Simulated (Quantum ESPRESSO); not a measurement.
## One change at a time to AlGa2Ir4Zn

These are calculations, not measurements. They come from Quantum ESPRESSO 7.5, a public plane-wave density functional program. Each row is one single-point run on a made-up periodic cell of eight metal atoms, with elements, volume, strain and displacements drawn at random and not relaxed, so a cell may be unstable or far from any real phase. There is no spin polarisation or spin-orbit coupling.

Settings: PBE unless stated; PseudoDojo standard norm-conserving files; Fermi-Dirac width 0.25 eV, which means electrons at about 2900 K; cutoff 1143 eV; 6 x 6 x 3 k mesh shifted half a step off Gamma. E is the free energy of the whole cell (internal energy minus TS), so a -TS column is already part of it. Stress is positive in tension, and the pressure P is minus a third of its trace.

Checks: one run of this series was repeated at a higher cutoff and on a denser mesh, which moved values by no more than 0.007 eV, 0.10 GPa and 0.013 eV/Å, and a second program with other atomic files agreed on it to 2 % rms in force and 0.5 GPa in pressure. Known limits: heavy elements are run without spin-orbit coupling, which real alloys of them have; a spin test at this wide smearing found no moment, but such smearing suppresses magnetism that the real alloy may have.

The lattice is face-centred cubic, and the cell vectors in Å are (0.032, 0.007, -3.866); (3.849, 0.058, -0.032); (-0.117, -7.695, 0.013), a volume of 114.47 Å³ in run 1. The elements on sites 1 to 8 are Ir Ir Ir Zn Ga Al Ga Ir. Each later run makes one change to run 1 and keeps the rest. E is counted from run 1, and is n/a where other atomic files have another zero of energy.

```
run,change,V (Å³),P (GPa),-TS (eV),rms force (eV/Å),largest change of a force component (eV/Å),E (eV)
1,none,114.47,5.02,-0.966,0.710,0.000,0.000
2,sites 1 and 6 exchanged,114.47,6.84,-0.972,1.047,3.418,0.906
3,all lengths scaled by -0.52 %,112.69,8.69,-0.943,0.755,0.123,?
4,LDA in place of PBE,114.47,-7.71,-0.976,0.622,0.254,n/a
5,Pd on site 2,114.47,5.81,-0.867,0.695,0.494,n/a
6,site 6 moved by +0.13 Å along x,114.47,5.08,-0.968,0.727,0.997,0.053
```

## Worked estimate

Along a uniform scaling dE = -P dV. The mean of the two pressures is 6.855 GPa and the volume changes by -1.78 Å³, with 160.2 GPa to one eV/Å³. The same two rows give -V dP/dV = 234 GPa for this cell with clamped atoms, which is not the bulk modulus of a real alloy.

## Withheld value

Question: what E should run 3 give?

The estimate is 0.076 eV. The calculation gave 0.076 eV.
